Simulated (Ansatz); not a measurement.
# Compressing BaH$_{2}$: a fit and a missing row

BaH$_{2}$, P6_3/mmc, a = 4.385 Å, c = 5.796 Å. The structure is a Materials Project entry; whether it is the stable form wasn't checked. Ansatz: PBEsol, PAW, 420 eV, Γ-centred 6×6×6 mesh on 6 atoms, Gaussian smearing 0.02 eV; no spin polarisation. Shape and atoms are relaxed at each volume; pressure is positive in compression.

| V (Å³/atom) | P (GPa) |
| --- | --- |
| 14.154 | ? |
| 14.636 | 3.89 |
| 15.119 | 2.38 |
| 15.601 | 1.09 |
| 16.084 | -0.02 |
| 16.566 | -0.97 |
| 17.049 | -1.80 |
| 17.692 | -2.72 |

Question: Take V0 = 16.084 Å³/atom, count pressures from its P0 = -0.02 GPa, fit the third-order Birch–Murnaghan form to the other rows, and predict the missing pressure.

Answer: With the Eulerian strain f = ½[(V0/V)^(2/3) − 1] and y = (P − P0)/[3f(1 + 2f)^(5/2)], the form is the line y = B0 + 1.5 B0 (B0′ − 4) f. Rows (f, y): 0.03246, 34.3; 0.02106, 34.3; 0.01027, 34.2; -0.00975, 34.1; -0.01905, 34.3; -0.03077, 34.3. Means f = 0.0007033, y = 34.250; Σ(Δf)² = 0.003004, ΣΔfΔy = 0.001134; the slope is their ratio. y = 34.25 + 0.3774 f GPa, so B0 = 34.2 GPa and B0′ = 4 + 2 × (0.3774)/(3 × 34.25) = 4.01. At V = 14.154, f = 0.04448, y = 34.27 and P = 5.64 GPa. The run gave 5.65 GPa, so the fit is 0.01 GPa too low, a small miss on the scale of the series.